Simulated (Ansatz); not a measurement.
Al$_{3}$Pd$_{2}$, in the lowest among the structures calculated here: P-3m1 (No. 164), hP5; a = b = 4.210 Å, c = 5.140 Å, α = β = 90.00°, γ = 120.00°; Al 1a (0.000, 0.000, 0.000); Al 2d (0.667, 0.333, 0.355); Pd 2d (0.333, 0.667, 0.156). Calculation: PBEsol (plane waves to 420 eV, PAW, scalar-relativistic; Ansatz, a quantum-chemistry and plane-wave program). Element references, the lowest calculated here: Pd (Fm-3m), Al (Fm-3m).

Question: What is the computed formation energy of this P-3m1 form of Al3Pd2 from the elements (PBEsol)?

Answer: -0.79 eV/atom.

Question: Is it stable against the other phases calculated?

Answer: Yes: the most favourable decomposition, Al3Pd2 → Al + 2 AlPd (Al Fm-3m, AlPd P2₁3), costs 0.04 eV/atom.

Question: Over what range of chemical potentials is Al3Pd2 stable among the phases calculated here? Give the corners of its window as Δμ = μ − μ(element).

Answer: 
```csv
in equilibrium with,Δμ(Al) (eV),Δμ(Pd) (eV)
Al,0.0,-2.0
AlPd,-0.2,-1.7
```

At every corner Σ nΔμ equals the formation energy, about -3.9 eV per formula unit; the corners carry the error of several atoms' energies, a few 0.01 eV.

Hull of the energies calculated here, no anion corrections, zero temperature, no zero-point energy; an uncalculated phase could lie lower. Values are rounded to 0.01 eV/atom. The compounds carry no spin polarisation.
